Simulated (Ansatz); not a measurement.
## HfO$_{2}$: computed property card

HfO2:
```cif
data_Hf4O8
_chemical_formula_sum 'Hf4 O8'
_space_group_name_H-M_alt 'Fm-3m'
_space_group_IT_number 225
_space_group_name_Hall '-F 4 2 3'
_cell_length_a 5.05847
_cell_length_b 5.05847
_cell_length_c 5.05847
_cell_angle_alpha 90.000
_cell_angle_beta 90.000
_cell_angle_gamma 90.000
loop_
_atom_site_label
_atom_site_type_symbol
_atom_site_symmetry_multiplicity
_atom_site_Wyckoff_symbol
_atom_site_fract_x
_atom_site_fract_y
_atom_site_fract_z
_atom_site_occupancy
Hf1 Hf 4 a 0.00000 0.00000 0.00000 1
O1 O 8 c 0.25000 0.25000 0.25000 1
```
(The calculation used a cell of 3 atoms; values per cell refer to that cell.)

Space group Fm-3m (No. 225), fluorite; conventional cell a = 5.058 Å, b = 5.058 Å, c = 5.058 Å, α = 90.00°, β = 90.00°, γ = 90.00°.

Method: the program Ansatz at the r²SCAN level (PAW). Structure relaxed to zero pressure with the same functional. Other levels are named where they apply.

### Cell and energy

```
Item                                                           Value
-----------------------------------------------------  -------------
Volume per atom                                             10.79 Å³
Density                                                  10.80 g/cm³
Formation energy from the elements (no fitted shifts)  -3.69 eV/atom
```

### Electronic structure

```
Quantity                                                                         Result
------------------------------------------------  -------------------------------------
Band gap                                                               4.30 eV (direct)
Valence-band maximum                                                               at X
Conduction-band minimum                                     at X (3 equivalent valleys)
Electron effective mass                           0.76, 0.76, 1.2 mₑ (principal values)
Electron effective mass with spin–orbit coupling  0.77, 0.77, 1.2 mₑ (principal values)
Hole effective mass                                0.28, 2.9, 2.9 mₑ (principal values)
Hole effective mass with spin–orbit coupling       0.28, 2.9, 2.9 mₑ (principal values)
HSE06 gap on the r²SCAN cell                                                    5.41 eV
Gap with spin–orbit coupling                                                    4.31 eV
```

### Mechanics

```
Item                                                                           Value
--------------------------------------------  --------------------------------------
Bulk modulus (Birch–Murnaghan fit)                                           271 GPa
Pressure derivative B′                                                           4.2
Elastic constants (relaxed ions, GPa)               C11 = 599, C12 = 107, C44 = 74.1
Mechanical stability                          stable (all eigenvalues of C positive)
Hill bulk and shear moduli                                           271 and 123 GPa
Young's modulus                                                              320 GPa
Poisson's ratio                                                                 0.30
Debye temperature from the elastic constants                                   508 K
```

### Dielectric response

```
Quantity                                                                Value
--------------------------------------------------------  -------------------
Electronic dielectric constant ε∞ (DFPT)                                 4.91
Static dielectric constant ε0 (ions relaxed, cell fixed)                 34.9
Born charges (a third of the trace)                       Hf +5.50, O -2.75 e
```

### Phonons

```
Item                                                                     Result
--------------------------------------------------  ---------------------------
Highest zone-centre frequency (without LO–TO term)                    593 cm^-1
Zone-centre stability                                    no imaginary mode at Γ
Dynamical stability on the path                     unstable, down to 180i cm⁻¹
```

### Charges

```
Item                         Value
-------------  -------------------
Bader charges  Hf +2.77, O -1.39 e
```

This is a known high-temperature phase of the composition, computed here at zero pressure and temperature. The cell was relaxed with r²SCAN under the symmetry of its start. The run is not spin-polarised. The references are the lowest solids computed at this level, not always the standard phases (solids in place of the gases). Spin–orbit coupling is left out wherever it is not named.

Potentials: the later of the program's two PAW sets.
